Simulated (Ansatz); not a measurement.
Ansatz (an electronic-structure program) input:

Ansatz 0.2 input:
```yaml
crystal:
  lattice:
    - [3.8369267812, 0.0, 0.0]
    - [0.0, 3.8369267812, 0.0]
    - [0.0, 0.0, 3.8369267812]
  atoms:
    - { symbol: Hg, position: [0.0, 0.0, 0.0] }
    - { symbol: La, position: [0.5, 0.5, 0.5] }
kpoints:
  mp_grid: { grid: [11, 11, 11] }
hamiltonian:
  xc: pbesol
  pseudopotentials: { kind: paw }
scf:
  occupations: { method: fermi_dirac, width: 0.1 }
phonons:
  method: dfpt
  response_accuracy: low
  eigenvectors: true
  rigid_motions: translations
```

Output (shortened):

```
Pseudopotential: Hg, paw, valence charge 20
Pseudopotential: La, paw, valence charge 11
Functional definition: PBEsol
Crystal: 2 atoms, lattice volume = 56.487 Å³
Basis set: ecut = 420 eV, 1141 PW (Γ), exchange–correlation on 54×54×54 points (8 copies of the dense FFT grid, shifted against one another)
Bands: 20, of which v1, the nominal top of the filled ones, is band 16 counted from 1 (15 counted from 0)
Symmetry: 48 space group operations
k-points: 126 of 1331 (irreducible under 8 space group operations, time reversal used)
SCF iter   1: F=—  HF=-19830.421834 eV  |F-HF|=—  |Δ(HF+E_count)|=         —  Δρ=2.74e-3  dr2=2.97e-3  ethr=1.77e-3  ⟨swp⟩=4.0  Hψ=10124  notcnv=0
preconditioner: auto → Kerker (q_TF=auto, 2.469 Å⁻¹)
SCF iter   2: F=—  HF=-19830.420954 eV  |F-HF|=—  |Δ(HF+E_count)|=   8.80e-4  Δρ=1.35e-3  dr2=7.36e-4  ethr=9.58e-6  ⟨swp⟩=2.8  Hψ=5388  notcnv=0
SCF iter   3: F=—  HF=-19830.420771 eV  |F-HF|=—  |Δ(HF+E_count)|=   1.83e-4  Δρ=3.48e-4  dr2=8.03e-5  ethr=2.37e-6  ⟨swp⟩=2.3  Hψ=3935  notcnv=0
SCF iter   4: F=—  HF=-19830.420749 eV  |F-HF|=—  |Δ(HF+E_count)|=   2.16e-5  Δρ=6.29e-5  dr2=2.10e-6  ethr=2.59e-7  ⟨swp⟩=2.0  Hψ=3649  notcnv=0
SCF iter   5: F=—  HF=-19830.420754 eV  |F-HF|=—  |Δ(HF+E_count)|=   5.35e-6  Δρ=1.25e-5  dr2=9.50e-8  ethr=6.78e-9  ⟨swp⟩=2.0  Hψ=4566  notcnv=0
SCF iter   6: F=—  HF=-19830.420754 eV  |F-HF|=—  |Δ(HF+E_count)|=   9.14e-9  Δρ=2.83e-6  dr2=3.21e-9  ethr=3.06e-10  ⟨swp⟩=2.0  Hψ=4282  notcnv=0
SCF iter   7: F=—  HF=-19830.420754 eV  |F-HF|=—  |Δ(HF+E_count)|=  3.64e-12  Δρ=3.64e-7  dr2=1.12e-10  ethr=1.03e-11  ⟨swp⟩=2.0  Hψ=4191  notcnv=0
SCF iter   8: F=-19830.420754 eV  HF=-19830.420754 eV  |F-HF|=0.00e0  |Δ(HF+E_count)|=    0.00e0  Δρ=8.49e-8  dr2=4.25e-12  ethr=1.00e-12  ⟨swp⟩=7.0  Hψ=12991  notcnv=0
SCF 1 converged in 8 iterations: F = -19830.420754 eV  dr2 = 4.25e-12
DFPT response loops at Γ: preconditioner auto → Kerker (q_TF=auto, 2.469 Å⁻¹) (partly filled bands, converged f_vac=0.000) …
SCF converged after 8 iterations
Free energy (F): -19830.420754 eV
Harris-Foulkes:  -19830.420754 eV  (|F-HF|=0.00e0)
Internal energy: -19830.337755 eV  (E = F + TS)
E sigma→0 (E₀):  -19830.379254 eV
Entropy (-TS):   -0.083000 eV (-41.500 meV/atom)
Fermi energy:    13.785464 eV
--- Per-component energies (eV) ---
  E_band       = -437.605531
  E_kinetic    = 797.171014
  E_local      = -3264.688826  (includes V_loc(G=0)·N_el)
  E_nonlocal   = 170.809715
  E_hartree    = 1388.620803
  E_xc         = -358.484090
  E_vxc        = -410.516401  (∫ρ·V_xc dr)
  E_paw        = -15128.317937  (= ΣΔE_a)
  E_vpaw       = -507.623589  (= ΣTr[D̂ρ^β])
  E_aug_tail   = 0.000879  (compensation charges beyond the density's cutoff)
  E_ewald      = -3435.947473
  E_core_change = 0.498161  (= ΣΔE_core)
  E_smearing   = -0.083000  (= −TS)
  E_closure    = 0.000000  (closes the sum)
  Σ components = -19830.420754   (vs F -19830.420754, Δ=0.00e0)
  [band-id]    e_kinetic+e_local+e_nonlocal+2·e_hartree+e_vxc+e_vpaw+e_augmentation_tail = -437.605600   (vs E_band -437.605531, Δ=-6.92e-5)
--- Band table (eV; the first three rows and the last of 126) ---
  k-point 0: bands = ["-101.6411", "-50.0000", "-50.0000", "-50.0000", "-19.2266", "-2.6398", "-2.6398", "-2.6398", "6.1648", "6.1648", "6.6128", "6.6128", "6.6128", "6.6948", "13.7406", "13.7406", "15.2619", "15.2619", "15.2619", "15.3695"]
  k-point 1: bands = ["-101.6411", "-50.0001", "-50.0000", "-50.0000", "-19.2223", "-2.7039", "-2.6363", "-2.6363", "6.1744", "6.2063", "6.6119", "6.6119", "6.6158", "6.8275", "13.7292", "13.7812", "15.1849", "15.2503", "15.2503", "15.3639"]
  k-point 2: bands = ["-101.6411", "-50.0004", "-49.9999", "-49.9999", "-19.2107", "-2.8703", "-2.6269", "-2.6269", "6.2003", "6.3164", "6.6100", "6.6100", "6.6239", "7.2060", "13.6979", "13.7021", "15.0302", "15.2006", "15.2006", "15.3486"]
  k-point 125: bands = ["-101.6411", "-50.0011", "-50.0011", "-50.0011", "-19.0755", "-3.1424", "-3.1424", "-3.1416", "6.5449", "6.5726", "6.5726", "6.9497", "6.9497", "10.4748", "11.6760", "11.6760", "12.2803", "15.3968", "15.3968", "15.4018"]
--- Phonons (Γ-DFPT): 2 representative perturbations + reference, on 126 of 1331 k-points (Σ response iterations 6) ---
  ASR residual: 8.288e-4 → 0.000e0 eV/Å²; symmetrization residual: 2.347e-4 eV/Å²
  ASR residual per site (eV/Å²): 5.56e-4 8.29e-4
  Γ frequencies (cm⁻¹): 0.00 0.00 0.00 80.07 80.07 80.07
  non-analytic LO–TO correction: not included (Born effective charges unavailable; polar crystals: no LO–TO splitting at Γ)
```

Cost: very roughly 40 core-seconds on shared cores.

Space group Pm-3m (CsCl type). The workflow started from an entry of the Crystallography Open Database (COD). Whether it is the stable phase at ambient conditions was not checked. The PBEsol relaxation kept the symmetry of its start; of distortions, only those at the zone centre were tested. As this level gives no gap, phonon frequencies hold no LO–TO term and depend on the k-mesh and smearing (Fermi–Dirac, 0.1 eV here). Spin–orbit coupling is left out wherever it is not named.

Potentials: the later of the program's two PAW sets.

Ansatz is a plane-wave DFT program.
